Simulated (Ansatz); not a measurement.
One stationary structure of ZnSe. These are PBEsol (plane waves to 420 eV, PAW, scalar-relativistic; Ansatz, a quantum-chemistry and plane-wave program) values and carry that method's errors.

```
CELL_PARAMETERS angstrom
      0.00000     2.81690     2.81690
      2.81690     0.00000     2.81690
      2.81690     2.81690     0.00000
ATOMIC_POSITIONS crystal
  Zn 0.25000 0.25000 0.25000
  Se 0.00000 0.00000 0.00000
```

Question: Determine the symmetry and give the standard cell with its independent sites.

Answer: Space group F-43m (No. 216); a = 5.6338 Å, b = 5.6338 Å, c = 5.6338 Å, α = 90.00°, β = 90.00°, γ = 90.00°

| atom | site | symmetry | x | y | z |
|---|---|---|---|---|---|
| Zn | 4d | -43m | 0.7500 | 0.7500 | 0.7500 |
| Se | 4a | -43m | 0.0000 | 0.0000 | 0.0000 |

This is the zinc blende type.

Question: Give the shortest distances between elements (the closest pairs, up to four, under 3.6 Å).

Answer: Se–Zn 2.44 Å.

```json
{
 "volume_per_atom": "22.35 Å³",
 "band_gap": "1.24 eV, direct at Γ (no spin-orbit coupling)"
}
```

No spin polarisation in the result.

Measured for ZnSe: a 5.6676 Å (room temperature; as listed in Martin Albrecht, Beate Paulus, Hermann Stoll, Phys. Rev. B (1997)); gap 2.87 eV (static lattice; corrected from measurement; as listed in Wei Chen et al., Physical Review Materials (2018)). Computed minus measured — a: PBEsol -0.6 %; gap: PBEsol -1.63 eV. The computed values are for a static lattice, and a measured gap can be an optical one, lowered by exciton binding.

The run could not lose the symmetry of its start.
